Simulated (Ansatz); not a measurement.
An Ansatz input:

```yaml
crystal:
  lattice:
    - [2.9176009711, 0.0, 0.0]
    - [-1.4588004856, 2.526716559, 0.0]
    - [0.0, 0.0, 5.2523838682]
  atoms:
    - { symbol: Ta, position: [0.3333333333, 0.6666666667, 0.25] }
    - { symbol: Ta, position: [0.6666666667, 0.3333333333, 0.75] }
hamiltonian:
  xc: blyp
  pseudopotentials:
    kind: paw
    azcp:
      Ta: "pseudopotentials/Ta.paw.azcp"
basis:
  ecutwfc: 420
  fft_grid_basis: typed
kpoints:
  mp_grid: { grid: [20, 20, 10], shift: [0, 0, 0] }
magnetization:
  spin_polarized: false
scf:
  occupations: { method: fermi_dirac, width: 0.1 }
```

Output

```
Engine: ansatz 0.2.0, aarch64-unknown-linux-gnu
Pseudopotentials: kind: paw
Pseudopotential: Ta, paw, valence charge 13, recommended cutoff 420 eV (normal) 
Functional definition: BLYP
  parameter beta = 0.0042
  parameter a = 0.04918
  parameter b = 0.132
  parameter c = 0.2533
  parameter d = 0.349
  exchange = b88_x(beta = beta)
  correlation = lyp_c(a = a, b = b, c = c, d = d)
Crystal: 2 atoms, lattice volume = 38.720 Å³
Basis set: ecut = 420 eV, 749 PW (Γ), exchange–correlation on 40×40×72 points (8 copies of the dense FFT grid, shifted against one another)
Bands: 17, of which v1, the nominal top of the filled ones, is band 13 counted from 1 (12 counted from 0)
Symmetry: 24 space group operations
Space group: P63/mmc (ITA 194), of the structure as read, at distance tolerance 3.4e-5 Å
k-points: 264 of 4000
Non-local potential: Ta, projectors of the file, l = 0: 3, l = 1: 2, l = 2: 2, l = 3: 1
PAW form: soft (Blöchl's): semilocal exchange-correlation on the pseudo side does not see the compensation charge
PAW frozen core: Ta, regenerated for the run's functional, and the local potential with it (the file was generated under x = pbe(κ = 0.804, μ = 0.2195149727645171), c = pbe(β = 0.06672455060314922))
PAW one-centre angular grid: Ta, 590 points (default); XC on 64 Gauss nodes
Initial density: superposition of atomic densities (neutral atoms: chi_scale 0, normalization atom), corrected by the library's trained network
Initial wavefunctions: pseudopotential atomic-orbital guess
Functional: x = b88, c = lyp
SCF iter   1: F=—  HF=-19911.763461 eV  |F-HF|=—  |Δ(HF+E_count)|=         —  Δρ=1.11e-2  dr2=5.19e-2  ethr=1.77e-3  ⟨swp⟩=5.2  Hψ=20391  notcnv=0
SCF iter   2: F=—  HF=-19911.755334 eV  |F-HF|=—  |Δ(HF+E_count)|=   8.13e-3  Δρ=7.08e-3  dr2=2.17e-2  ethr=2.00e-4  ⟨swp⟩=1.0  Hψ=6600  notcnv=0
SCF iter   3: F=—  HF=-19911.750786 eV  |F-HF|=—  |Δ(HF+E_count)|=   4.55e-3  Δρ=9.07e-4  dr2=2.79e-4  ethr=8.36e-5  ⟨swp⟩=2.2  Hψ=6321  notcnv=0
SCF iter   4: F=—  HF=-19911.750815 eV  |F-HF|=—  |Δ(HF+E_count)|=   2.88e-5  Δρ=2.28e-4  dr2=1.05e-5  ethr=1.07e-6  ⟨swp⟩=2.2  Hψ=6222  notcnv=0
SCF iter   5: F=—  HF=-19911.750826 eV  |F-HF|=—  |Δ(HF+E_count)|=   1.10e-5  Δρ=4.87e-5  dr2=7.09e-7  ethr=4.03e-8  ⟨swp⟩=2.0  Hψ=5770  notcnv=0
SCF iter   6: F=-19911.750827 eV  HF=-19911.750827 eV  |F-HF|=1.07e-8  |Δ(HF+E_count)|=   5.70e-7  Δρ=7.72e-6  dr2=1.14e-8  ethr=3.85e-10  ⟨swp⟩=3.0  Hψ=10228  notcnv=0
SCF 1 converged in 6 iterations: F = -19911.750827 eV  dr2 = 1.14e-8
SCF converged after 6 iterations
Free energy (F): -19911.750827 eV
Harris-Foulkes:  -19911.750827 eV  (|F-HF|=1.07e-8)
Internal energy: -19911.660137 eV  (E = F + TS)
E sigma→0 (E₀):  -19911.705482 eV
Entropy (-TS):   -0.090690 eV (-45.345 meV/atom)
Fermi energy:    18.062517 eV
--- Per-component energies (eV) ---
  E_band       = -232.919325
  E_kinetic    = 729.750729
  E_local      = -1191.504816  (includes V_loc(G=0)·N_el)
  E_nonlocal   = 28.590308
  E_hartree    = 411.098230
  E_xc         = -428.660159
  E_vxc        = -397.940903  (∫ρ·V_xc dr)
  E_paw        = -16847.665702  (= ΣΔE_a)
  E_vpaw       = -224.013403  (= ΣTr[D̂ρ^β])
  E_aug_tail   = 0.000333  (compensation charges beyond the density's cutoff)
  E_ewald      = -2613.738441
  E_core_change = 0.469382  (= ΣΔE_core)
  E_smearing   = -0.090690  (= −TS)
  E_closure    = 0.000000  (closes the sum)
  Σ components = -19911.750827   (vs F -19911.750827, Δ=0.00e0)
```
